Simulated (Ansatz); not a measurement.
MgZnO2 in space group P3m1 (No. 156; Mg on 1b, Zn on 1c, O on 1b, O on 1c), PBEsol (plane waves, PAW; program Ansatz). The conduction-band minimum lies at Γ, with 1 equivalent valley. Second derivatives d²E/dk² of the lowest band at one valley (eV·Å²), along Cartesian directions:

| direction | d²E/dk² |
|---|---|
| [100] | 32.15 |
| [010] | 32.15 |
| [001] | 29.34 |
| [110] | 32.15 |
| [101] | 30.74 |
| [011] | 30.74 |

Problem. Find the principal effective masses, the density-of-states mass and the conductivity mass.

Solution. Off-diagonal terms follow from H_xy = H[110] − (H_xx + H_yy)/2, and m*/mₑ = 7.620 eV·Å² over each eigenvalue: 0.24, 0.24, 0.26. One valley's DOS mass (m₁m₂m₃)^(1/3) = 0.24, conductivity mass 3/(Σ 1/mᵢ) = 0.24 mₑ.

Problem. What effective density of states Nc follows at 300 K for parabolic valleys?

Solution. Nc = 2.509e19 × 1 × (0.24)^(3/2) ≈ 3.0e18 cm⁻³.

Problem. With the computed static dielectric constant 7.80 (mean of the diagonal), estimate a hydrogenic donor's binding energy and radius.

Solution. E = 13.606 eV × 0.24/7.80² ≈ 54 meV; a = 0.529 Å × ε/m* ≈ 17 Å. Semilocal masses tend to be too small where the gap is.

The first step of the workflow began from a Materials Project structure, measured or hypothetical; the Crystallography Open Database copy checked does not list it. With Mg and Zn taken as one species the cell has the higher symmetry P6_3mc, so it may be an ordered model of a mixed-site phase. Whether it is the stable phase at ambient conditions was not checked. The PBEsol relaxation kept the symmetry of its start; of distortions, only those at the zone centre were tested.

Potentials: the later of the program's two PAW sets.
